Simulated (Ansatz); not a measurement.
TiAl (CuAu type, space group P4/mmm)

```xyz
2
Lattice="2.8129 0.0000 0.0000 0.0000 2.8129 0.0000 0.0000 0.0000 4.0584" Properties=species:S:1:pos:R:3 pbc="T T T"
Al     1.4065     1.4065     2.0292
Ti     0.0000     0.0000     0.0000
```

This relaxed cell (volume V₀) is scaled evenly in all directions, its shape held. Symmetry pins the atoms to their sites.

These are r2SCAN (plane waves to 500 eV, PAW, scalar-relativistic; Ansatz, a quantum-chemistry and plane-wave program) values and carry that method's errors. k mesh 16×16×12 (Γ-centred), Fermi-Dirac smearing 0.05 eV. The energy includes the smearing's −TS. Stress and pressure are positive under compression. With the shape held, the modulus is that of even scaling; a crystal free to change shape is softer. TiAl is run without spin polarisation. TiAl was relaxed with its symmetry unable to fall. The zero of ΔE is the relaxed starting cell. The last digit holds for this mesh only.

```tsv
V (Å³/atom)	ΔE (meV/atom)
13.487	204.8
14.129	107.1
14.772	44.4
15.414	10.4
16.056	0.0
16.698	9.1
17.341	34.2
17.983	72.5
18.625	withheld
```

### Question
Fit a third-order Birch-Murnaghan form (E₀, V₀, B₀, B₀′ free) to the given rows and predict ΔE at V = 18.625.

### Answer
Least squares on the 8 given rows: ΔE = E₀ + (9V₀B₀/16)·y²·[2 + (B₀′ − 4)y], y = (V₀/V)^(2/3) − 1, with V₀ = 16.058 Å³/atom, B₀ = 120.8 GPa (160.2 GPa = 1 eV/Å³; the term in eV is multiplied by 1000), B₀′ = 3.82, E₀ = 0.04 meV/atom; root-mean-square residual 0.09 meV/atom. At 18.625 the fit gives 121.8 meV/atom; the calculation gives 121.5 meV/atom, so the extrapolation is off by 0.3 (+0.2 %). For the pressure the fit gives -13.5 GPa against the computed -13.4 GPa.

(Under strain, the slope of the energy per volume gives the stress and its curvature an elastic modulus.)
